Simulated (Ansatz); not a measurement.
Input and output for TaRu: DFT, PBEsol, PAW with Ansatz's default frozen-core files, scalar-relativistic (Ansatz 0.2.0). This run: the undistorted cell.

The cell is entry 1523017 of the Crystallography Open Database, unrelaxed.

Command: `ansatz run input.yaml --threads 1 --pin off --max-ram 2048MiB --backend cpu --events-out ev --progress --plain --runs-dir out` It took 6.6 s on 1 thread of Arm Neoverse V1, with other jobs on the host, peak memory 0.4 GiB.

```yaml
crystal:
  lattice:
    - [3.053, 0.0, 0.0]
    - [0.0, 3.053, 0.0]
    - [0.0, 0.0, 3.389]
  atoms:
    - { symbol: Ta, position: [0.5, 0.5, 0.5] }
    - { symbol: Ru, position: [0.0, 0.0, 0.0] }
kpoints:
  mp_grid: { grid: [10, 10, 9] }
scf:
  occupations: { method: fermi_dirac, width: 0.05 }
hamiltonian:
  xc: pbesol
  pseudopotentials: { kind: paw }
output:
  forces: true
  stress: true
  eigenvalues: true
  efg: { contact_densities: true }
  populations: true
```

Output:

```
Ru, Ta: output.efg is read without spin–orbit coupling, which moves field gradients at and beside such atoms by some per cent and up to a factor of two; PAW files take it under magnetization.noncollinear and magnetization.spin_orbit
Engine: ansatz 0.2.0
Pseudopotentials: kind: paw
Pseudopotential: Ta, paw, valence charge 13, recommended cutoff 420 eV (normal), Ta.paw.azcp
Pseudopotential: Ru, paw, valence charge 16, recommended cutoff 420 eV (normal), Ru.paw.azcp
Functional definition: PBEsol
  exchange = pbesol_x
  correlation = pbesol_c
Crystal: 2 atoms, lattice volume = 31.588 Å³
Basis set: ecut = 420 eV, 643 PW (Γ), exchange–correlation on 48×48×48 points (8 copies of the dense FFT grid, shifted against one another)
Bands: 19, of which v1, the nominal top of the filled ones, is band 15 counted from 1 (14 counted from 0)
Symmetry: 16 space group operations
Space group: P4/mmm (ITA 123), of the structure as read, at distance tolerance 3.2e-5 Å
k-points: 105 of 900
Non-local potential: Ta, projectors of the file, l = 0: 3, l = 1: 2, l = 2: 2, l = 3: 1
Non-local potential: Ru, projectors of the file, l = 0: 3, l = 1: 2, l = 2: 2, l = 3: 1
PAW form: soft (Blöchl's): semilocal exchange-correlation on the pseudo side does not see the compensation charge
PAW frozen core: Ta, regenerated for the run's functional, and the local potential with it (the file was generated under x = pbe(κ = 0.804, μ = 0.2195149727645171), c = pbe(β = 0.06672455060314922))
PAW frozen core: Ru, regenerated for the run's functional, and the local potential with it (the file was generated under x = pbe(κ = 0.804, μ = 0.2195149727645171), c = pbe(β = 0.06672455060314922))
PAW one-centre angular grid: Ta, 590 points (default); XC on 64 Gauss nodes
PAW one-centre angular grid: Ru, 590 points (default); XC on 64 Gauss nodes
Initial density: superposition of atomic densities (neutral atoms: chi_scale 0, normalization atom), corrected by the library's trained network
Initial wavefunctions: pseudopotential atomic-orbital guess
Functional: x = pbesol(κ = 0.804, μ = 0.12345679012345678), c = pbesol(β = 0.046)
SCF iter   1: F=—  HF=-15623.593354 eV  |F-HF|=—  |Δ(HF+E_count)|=         —  Δρ=8.83e-3  dr2=3.06e-2  ethr=1.77e-3  ⟨swp⟩=5.5  Hψ=8550  notcnv=0
preconditioner: auto → none  [metal: Δε(μ)=0.023 eV  Ē_g=5.571 eV  σ=0.050 eV  W_gap=0.11  n_scr=6 (ndim 8)  ℏωp=23.8 eV  f_vac=0.000  D(μ)=1.85/eV (n_scr^D=18)  sad-step TF]
SCF iter   2: F=—  HF=-15623.591286 eV  |F-HF|=—  |Δ(HF+E_count)|=   2.07e-3  Δρ=5.05e-3  dr2=1.14e-2  ethr=1.06e-4  ⟨swp⟩=1.5  Hψ=3006  notcnv=0
SCF iter   3: F=—  HF=-15623.589828 eV  |F-HF|=—  |Δ(HF+E_count)|=   1.46e-3  Δρ=7.01e-4  dr2=1.73e-4  ethr=3.92e-5  ⟨swp⟩=1.4  Hψ=2220  notcnv=0
SCF iter   4: F=—  HF=-15623.589802 eV  |F-HF|=—  |Δ(HF+E_count)|=   2.61e-5  Δρ=1.21e-4  dr2=1.80e-6  ethr=5.95e-7  ⟨swp⟩=2.0  Hψ=3249  notcnv=0
SCF iter   5: F=—  HF=-15623.589822 eV  |F-HF|=—  |Δ(HF+E_count)|=   2.00e-5  Δρ=1.39e-5  dr2=6.55e-8  ethr=6.20e-9  ⟨swp⟩=2.0  Hψ=3479  notcnv=0
SCF iter   6: F=-15623.589822 eV  HF=-15623.589822 eV  |F-HF|=4.84e-10  |Δ(HF+E_count)|=   1.14e-8  Δρ=1.90e-6  dr2=7.71e-10  ethr=2.26e-10  ⟨swp⟩=2.9  Hψ=7193  notcnv=0
the search or the solves at the SCF's close seem to have found levels that the self-consistency loop had missed (the run counts 1). By its estimate they hold under 1e-12 electrons; where the run keeps them, the occupations were computed again with them
SCF 1 converged in 6 iterations: F = -15623.589822 eV  dr2 = 7.71e-10
  greatest PAW one-centre occupation: 1.000 electrons in one spin orbital (limit 2), on the Ta atom at site 0 (counted from 0), in its partial waves of l = 0
SCF converged after 6 iterations
Free energy (F): -15623.589822 eV
Harris-Foulkes:  -15623.589822 eV  (|F-HF|=4.84e-10)
Internal energy: -15623.574887 eV  (E = F + TS)
E sigma→0 (E₀):  -15623.582354 eV
Entropy (-TS):   -0.014935 eV (-7.467 meV/atom)
Fermi energy:    21.310388 eV
--- Per-component energies (eV) ---
  E_band       = -175.001893
  E_kinetic    = 880.106275
  E_local      = -1926.832777  (includes V_loc(G=0)·N_el)
  E_nonlocal   = 361.870540
  E_hartree    = 645.082634
  E_xc         = -406.576513
  E_vxc        = -442.629755  (∫ρ·V_xc dr)
  E_paw        = -11671.977803  (= ΣΔE_a)
  E_vpaw       = -337.681181  (= ΣTr[D̂ρ^β])
  E_aug_tail   = -0.000045  (compensation charges beyond the density's cutoff)
  E_ewald      = -3505.714138
  E_core_change = 0.466942  (= ΣΔE_core)
  E_smearing   = -0.014935  (= −TS)
  E_closure    = 0.000000  (closes the sum)
  Σ components = -15623.589822   (vs F -15623.589822, Δ=0.00e0)
--- Forces (eV/Å), atoms counted from 1 ---
  atom   1  Ta     0.00000000     0.00000000     0.00000000
  atom   2  Ru     0.00000000     0.00000000     0.00000000
  max |Σ_I F_I| component: 0.00e0 eV/Å
--- Stress (GPa, compression-positive) ---
       -6.288224       0.000000       0.000000
        0.000000      -6.288224       0.000000
        0.000000       0.000000      -3.460345
  P = ⅓ Tr σ = -5.3456 GPa (-53.456 kbar)
--- PAW observables at the nuclei: V_zz in 10²¹ V/m², potentials from the cell's mean, atoms counted from 1 ---
  atom   1  Ta V_zz =    +1.555393   η = 0.0000   by run symmetry: allowed
            electrostatic potential = -14501.426569 V   contact ρ = 8144271.171012 e/Å³
  atom   2  Ru V_zz =    +1.133062   η = 0.0000   by run symmetry: allowed
            electrostatic potential = -6805.455948 V   contact ρ = 718381.932699 e/Å³
--- Band table (eV; the first three rows and the last of 105) ---
  k-point 0: bands = ["-51.5776", "-47.0501", "-21.5883", "-21.5616", "-21.5616", "-13.4809", "-13.3374", "-13.3374", "12.5966", "15.4239", "15.6380", "18.9287", "18.9287", "19.7761", "21.7301", "23.0787", "25.6295", "25.7399", "25.7399"]
  k-point 1: bands = ["-51.5770", "-47.0500", "-21.5922", "-21.5602", "-21.5602", "-13.5046", "-13.3388", "-13.3388", "12.8354", "15.5862", "15.7564", "18.9652", "18.9652", "19.8415", "21.4478", "23.0418", "25.0954", "25.0954", "25.4891"]
  k-point 2: bands = ["-51.5754", "-47.0498", "-21.6022", "-21.5569", "-21.5569", "-13.5643", "-13.3422", "-13.3422", "13.5140", "16.0052", "16.1035", "19.0795", "19.0795", "20.0200", "20.7152", "22.8206", "23.9057", "23.9057", "25.1267"]
  k-point 104: bands = ["-51.5487", "-47.0047", "-21.6962", "-21.6962", "-21.5932", "-13.7459", "-13.7459", "-13.5834", "17.3459", "17.7553", "17.7553", "17.9293", "18.8871", "18.8871", "21.0673", "21.5735", "25.0070", "26.4565", "28.9164"]
--- Löwdin populations: 2 sites ---
  site symbol       q [e]
     0     Ta     12.6849
     1     Ru     16.1007
  spilling = 0.007395 (of n_electrons = 29.000000)
```

populations.tsv:

```
# site	symbol	l	j	q
# orbitals = lowdin
# n_electrons = 29.000000
# spilling = 0.007395
0	Ta	0_5S	-	1.950822
0	Ta	0_6S	-	0.876955
0	Ta	1_5P	-	5.988667
0	Ta	2_5D	-	3.868419
1	Ru	0_4S	-	1.951216
1	Ru	0_5S	-	0.816204
1	Ru	1_4P	-	5.985344
1	Ru	2_4D	-	7.347903
```

Next run (one bond, the shortest of the undistorted cell, set to 2.250 Å), as changes to the input before:

```diff
   atoms:
-    - { symbol: Ta, position: [0.5, 0.5, 0.5] }
-    - { symbol: Ru, position: [0.0, 0.0, 0.0] }
+    - { symbol: Ta, position: [0.455, 0.455, 0.455] }
+    - { symbol: Ru, position: [0.045, 0.045, 0.045] }
 kpoints:
```

Results part of the output:

```
SCF 1 converged in 7 iterations: F = -15622.765952 eV  dr2 = 5.94e-9
  greatest PAW one-centre occupation: 1.000 electrons in one spin orbital (limit 2), on the Ta atom at site 0 (counted from 0), in its partial waves of l = 0
SCF converged after 7 iterations
Free energy (F): -15622.765952 eV
Harris-Foulkes:  -15622.765952 eV  (|F-HF|=3.35e-9)
Internal energy: -15622.751576 eV  (E = F + TS)
E sigma→0 (E₀):  -15622.758764 eV
Entropy (-TS):   -0.014377 eV (-7.188 meV/atom)
Fermi energy:    21.213307 eV
--- Per-component energies (eV) ---
  E_band       = -176.650803
  E_kinetic    = 886.568101
  E_local      = -2034.749372  (includes V_loc(G=0)·N_el)
  E_nonlocal   = 364.832705
  E_hartree    = 695.386775
  E_xc         = -407.988004
  E_vxc        = -444.472126  (∫ρ·V_xc dr)
  E_paw        = -11673.482075  (= ΣΔE_a)
  E_vpaw       = -339.604252  (= ΣTr[D̂ρ^β])
  E_aug_tail   = -0.000032  (compensation charges beyond the density's cutoff)
  E_ewald      = -3453.786616
  E_core_change = 0.466942  (= ΣΔE_core)
  E_smearing   = -0.014377  (= −TS)
  E_closure    = 0.000000  (closes the sum)
  Σ components = -15622.765952   (vs F -15622.765952, Δ=0.00e0)
--- Forces (eV/Å), atoms counted from 1 ---
  atom   1  Ta     2.24128604     2.24128604     3.08743903
  atom   2  Ru    -2.24131701    -2.24131701    -3.08736335
  max |Σ_I F_I| component: 7.57e-5 eV/Å
--- Stress (GPa, compression-positive) ---
       13.158534       6.583825      10.264665
        6.583825      13.158534      10.264665
       10.264668      10.264668      22.282356
  P = ⅓ Tr σ = 16.1998 GPa (161.998 kbar)
--- PAW observables at the nuclei: V_zz in 10²¹ V/m², potentials from the cell's mean, atoms counted from 1 ---
  atom   1  Ta V_zz =    +7.425534   η = 0.4330   by run symmetry: allowed
            electrostatic potential = -14501.928402 V   contact ρ = 8144306.967309 e/Å³
  atom   2  Ru V_zz =    +6.799514   η = 0.6114   by run symmetry: allowed
            electrostatic potential = -6805.598458 V   contact ρ = 718385.996545 e/Å³
--- Band table (eV; the first three rows and the last of 251) ---
  k-point 0: bands = ["-51.6605", "-46.8074", "-21.8906", "-21.6508", "-21.5872", "-13.2984", "-13.1838", "-13.1620", "12.7259", "15.3879", "15.4254", "18.3307", "19.0637", "19.7687", "21.4803", "22.2242", "24.6311", "24.7995", "26.7102"]
  k-point 1: bands = ["-51.6597", "-46.8077", "-21.8913", "-21.6498", "-21.5899", "-13.3209", "-13.1834", "-13.1627", "12.9624", "15.4659", "15.5389", "18.3685", "19.0092", "19.7798", "21.2479", "22.1664", "24.6443", "24.6810", "26.3583"]
  k-point 2: bands = ["-51.6576", "-46.8084", "-21.8931", "-21.6474", "-21.5968", "-13.3774", "-13.1825", "-13.1644", "13.6328", "15.5859", "15.9310", "18.4835", "18.7524", "19.7940", "20.9662", "21.9093", "24.1320", "24.4974", "25.8661"]
  k-point 250: bands = ["-51.6242", "-46.7690", "-22.0169", "-21.8070", "-21.6493", "-13.5721", "-13.5351", "-13.3821", "17.0409", "17.4856", "17.7262", "18.5877", "18.9167", "19.3891", "20.9675", "21.2898", "25.0270", "26.4231", "26.8657"]
--- Löwdin populations: 2 sites ---
  site symbol       q [e]
     0     Ta     12.7327
     1     Ru     16.0835
  spilling = 0.006339 (of n_electrons = 29.000000)
```

Next run (one bond, the shortest of the undistorted cell, set to 2.086 Å), as changes to the input before:

```diff
   atoms:
-    - { symbol: Ta, position: [0.455, 0.455, 0.455] }
-    - { symbol: Ru, position: [0.045, 0.045, 0.045] }
+    - { symbol: Ta, position: [0.44, 0.44, 0.44] }
+    - { symbol: Ru, position: [0.06, 0.06, 0.06] }
 kpoints:
```

Command: `ansatz run input.yaml --threads 1 --pin off --max-ram 2048MiB --backend cpu --events-out ev --progress --plain --runs-dir out` It took 19 s on 1 thread of Arm Neoverse V1 (shared host), peak memory 0.49 GiB.

Results part of the output:

```
SCF 1 converged in 7 iterations: F = -15621.734677 eV  dr2 = 8.63e-9
  greatest PAW one-centre occupation: 1.000 electrons in one spin orbital (limit 2), on the Ta atom at site 0 (counted from 0), in its partial waves of l = 0
SCF converged after 7 iterations
Free energy (F): -15621.734677 eV
Harris-Foulkes:  -15621.734677 eV  (|F-HF|=4.27e-9)
Internal energy: -15621.716987 eV  (E = F + TS)
E sigma→0 (E₀):  -15621.725832 eV
Entropy (-TS):   -0.017690 eV (-8.845 meV/atom)
Fermi energy:    21.208758 eV
--- Per-component energies (eV) ---
  E_band       = -178.548751
  E_kinetic    = 892.297802
  E_local      = -2125.652704  (includes V_loc(G=0)·N_el)
  E_nonlocal   = 367.901117
  E_hartree    = 737.209581
  E_xc         = -409.076017
  E_vxc        = -445.880061  (∫ρ·V_xc dr)
  E_paw        = -11675.071082  (= ΣΔE_a)
  E_vpaw       = -341.635173  (= ΣTr[D̂ρ^β])
  E_aug_tail   = -0.000039  (compensation charges beyond the density's cutoff)
  E_ewald      = -3409.792587
  E_core_change = 0.466942  (= ΣΔE_core)
  E_smearing   = -0.017690  (= −TS)
  E_closure    = -0.000000  (closes the sum)
  Σ components = -15621.734677   (vs F -15621.734677, Δ=0.00e0)
--- Forces (eV/Å), atoms counted from 1 ---
  atom   1  Ta     4.38308315     4.38308315     5.71542372
  atom   2  Ru    -4.38312108    -4.38312108    -5.71534237
  max |Σ_I F_I| component: 8.14e-5 eV/Å
--- Stress (GPa, compression-positive) ---
       33.399999      16.370347      22.617804
       16.370347      33.399999      22.617804
       22.617804      22.617804      42.358444
  P = ⅓ Tr σ = 36.3861 GPa (363.861 kbar)
--- PAW observables at the nuclei: V_zz in 10²¹ V/m², potentials from the cell's mean, atoms counted from 1 ---
  atom   1  Ta V_zz =   +14.285533   η = 0.4086   by run symmetry: allowed
            electrostatic potential = -14502.268772 V   contact ρ = 8144330.614117 e/Å³
  atom   2  Ru V_zz =   +12.418968   η = 0.3180   by run symmetry: allowed
            electrostatic potential = -6805.806150 V   contact ρ = 718385.055488 e/Å³
--- Band table (eV; the first three rows and the last of 251) ---
  k-point 0: bands = ["-51.7054", "-46.7195", "-22.2090", "-21.6498", "-21.5928", "-13.2248", "-13.1523", "-13.0847", "12.7974", "15.2152", "15.3044", "17.9300", "18.8270", "19.6583", "21.6241", "21.9302", "24.2781", "24.5002", "27.4984"]
  k-point 1: bands = ["-51.7043", "-46.7202", "-22.2095", "-21.6490", "-21.5967", "-13.2443", "-13.1510", "-13.0853", "13.0282", "15.2154", "15.4442", "17.9752", "18.6850", "19.6646", "21.5004", "21.8525", "24.4186", "24.5331", "27.1526"]
  k-point 2: bands = ["-51.7016", "-46.7221", "-22.2107", "-21.6470", "-21.6067", "-13.2945", "-13.1477", "-13.0860", "13.6801", "15.2245", "15.8098", "18.1108", "18.2813", "19.6687", "21.4573", "21.5422", "24.1341", "24.8145", "26.6091"]
  k-point 250: bands = ["-51.6587", "-46.6943", "-22.3567", "-21.8310", "-21.6802", "-13.5093", "-13.4153", "-13.2764", "16.8383", "17.5083", "17.6864", "18.7567", "18.9286", "19.7189", "20.8002", "21.0566", "25.0882", "26.0591", "26.4053"]
--- Löwdin populations: 2 sites ---
  site symbol       q [e]
     0     Ta     12.7407
     1     Ru     16.0904
  spilling = 0.005823 (of n_electrons = 29.000000)
```

Next run (one bond, the shortest of the undistorted cell, set to 1.921 Å), as changes to the input before:

```diff
   atoms:
-    - { symbol: Ta, position: [0.44, 0.44, 0.44] }
-    - { symbol: Ru, position: [0.06, 0.06, 0.06] }
+    - { symbol: Ta, position: [0.425, 0.425, 0.425] }
+    - { symbol: Ru, position: [0.075, 0.075, 0.075] }
 kpoints:
```

Command: `ansatz run input.yaml --threads 1 --pin off --max-ram 2048MiB --backend cpu --events-out ev --progress --plain --runs-dir out` It took 19 s on 1 thread of Arm Neoverse V1, on a shared host, peak memory 0.49 GiB.

Results part of the output:

```
SCF 1 converged in 6 iterations: F = -15619.836368 eV  dr2 = 7.59e-8
  greatest PAW one-centre occupation: 1.000 electrons in one spin orbital (limit 2), on the Ru atom at site 1 (counted from 0), in its partial waves of l = 1
SCF converged after 6 iterations
Free energy (F): -15619.836368 eV
Harris-Foulkes:  -15619.836368 eV  (|F-HF|=4.90e-8)
Internal energy: -15619.821929 eV  (E = F + TS)
E sigma→0 (E₀):  -15619.829149 eV
Entropy (-TS):   -0.014438 eV (-7.219 meV/atom)
Fermi energy:    21.183863 eV
--- Per-component energies (eV) ---
  E_band       = -182.933690
  E_kinetic    = 900.236703
  E_local      = -2250.893896  (includes V_loc(G=0)·N_el)
  E_nonlocal   = 372.617389
  E_hartree    = 793.768189
  E_xc         = -410.398405
  E_vxc        = -447.572306  (∫ρ·V_xc dr)
  E_paw        = -11677.623950  (= ΣΔE_a)
  E_vpaw       = -344.853823  (= ΣTr[D̂ρ^β])
  E_aug_tail   = -0.000036  (compensation charges beyond the density's cutoff)
  E_ewald      = -3347.994865
  E_core_change = 0.466942  (= ΣΔE_core)
  E_smearing   = -0.014438  (= −TS)
  E_closure    = -0.000000  (closes the sum)
  Σ components = -15619.836368   (vs F -15619.836368, Δ=0.00e0)
--- Forces (eV/Å), atoms counted from 1 ---
  atom   1  Ta     8.30027051     8.30027051     9.94884230
  atom   2  Ru    -8.30029092    -8.30029092    -9.94921357
  max |Σ_I F_I| component: 3.71e-4 eV/Å
--- Stress (GPa, compression-positive) ---
       65.083379      34.062519      41.744861
       34.062519      65.083379      41.744861
       41.744852      41.744852      67.356603
  P = ⅓ Tr σ = 65.8411 GPa (658.411 kbar)
--- PAW observables at the nuclei: V_zz in 10²¹ V/m², potentials from the cell's mean, atoms counted from 1 ---
  atom   1  Ta V_zz =   +29.292839   η = 0.2277   by run symmetry: allowed
            electrostatic potential = -14502.700993 V   contact ρ = 8144337.207115 e/Å³
  atom   2  Ru V_zz =   +21.137890   η = 0.1144   by run symmetry: allowed
            electrostatic potential = -6806.051932 V   contact ρ = 718378.277083 e/Å³
--- Band table (eV; the first three rows and the last of 251) ---
  k-point 0: bands = ["-51.9103", "-46.6731", "-22.9322", "-21.7004", "-21.6731", "-13.2021", "-13.1613", "-12.8696", "12.8089", "14.8555", "15.0976", "17.5984", "18.3233", "19.2858", "21.7428", "21.8146", "24.3582", "24.5069", "28.5179"]
  k-point 1: bands = ["-51.9088", "-46.6747", "-22.9322", "-21.6997", "-21.6791", "-13.2118", "-13.1593", "-12.8747", "13.0239", "14.8202", "15.2258", "17.6485", "18.1401", "19.3141", "21.6347", "21.8216", "24.4591", "24.6850", "28.1594"]
  k-point 2: bands = ["-51.9049", "-46.6787", "-22.9321", "-21.6978", "-21.6945", "-13.2387", "-13.1543", "-12.8849", "13.6244", "14.7348", "15.5700", "17.7096", "17.7953", "19.3809", "21.2555", "21.9634", "24.2575", "25.2776", "27.5647"]
  k-point 250: bands = ["-51.8439", "-46.6776", "-23.1021", "-21.9254", "-21.7939", "-13.4519", "-13.3166", "-13.0090", "16.5562", "17.4948", "17.5575", "18.6182", "18.8377", "19.9880", "20.5207", "20.6853", "25.2810", "25.9120", "26.5124"]
--- Löwdin populations: 2 sites ---
  site symbol       q [e]
     0     Ta     12.7350
     1     Ru     16.1032
  spilling = 0.005582 (of n_electrons = 29.000000)
```

Spin–orbit coupling is left out, which matters for the heavy atoms. The PAW files were made under PBE.
